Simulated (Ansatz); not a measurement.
**NbRu: reading a single point**

```xyz
2
Lattice="2.9657 0.0000 0.0000 0.0000 2.9657 0.0000 0.0000 0.0000 3.3413" Properties=species:S:1:pos:R:3 pbc="T T T"
Nb    0.0000    0.0000    0.0000
Ru    1.4828    1.4828    1.6707
```

The numbers come from plane-wave PAW DFT (Ansatz): PBEsol, no spin polarisation, 420 eV, 11×11×10 Γ-centred k points, fermi-dirac occupations (width 0.1 eV). Nothing was relaxed.

Question: What is the formation energy?

Answer: -0.13 eV an atom against the elements' usual phases (free molecules for gases, crystals otherwise, with no correction for O₂ or N₂), so it is bound against them; other compounds may still compete. Relaxing would lower it.

Question: Give the Bader charges.

Answer: Bader charges in e: Nb +1.00, Ru -1.00. In the mean Nb gives up most and Ru takes most.

Question: What do density and ELF say about some of the short contacts?

Answer: Nb–Ru at 2.68 Å: least valence density 0.39 e/Å³ and ELF 0.24 there. Nb–Nb at 2.97 Å: least valence density 0.26 e/Å³ and ELF 0.26 there. Ru–Ru at 2.97 Å: least valence density 0.31 e/Å³ and ELF 0.37 there. Both are smooth PAW fields, read partly inside the augmentation spheres.

Question: What happens at the Fermi level?

Answer: It is a metal, with about 2.3 states/eV a cell as the mean within 0.25 eV of the Fermi level, mostly Nb d (51 %) and Ru d (41 %).

Question: Are the atoms at rest?

Answer: The forces vanish by the symmetry of the sites.

Question: Is the cell too large or too small?

Answer: The pressure is 14.9 GPa (compression positive), so with the atoms held at these fractions the cell would first expand.

Origin: a database entry at a rescaled volume. Caveats: many states at the Fermi level without spin polarisation, so a magnetic state may lie lower; atoms or cell far from equilibrium.
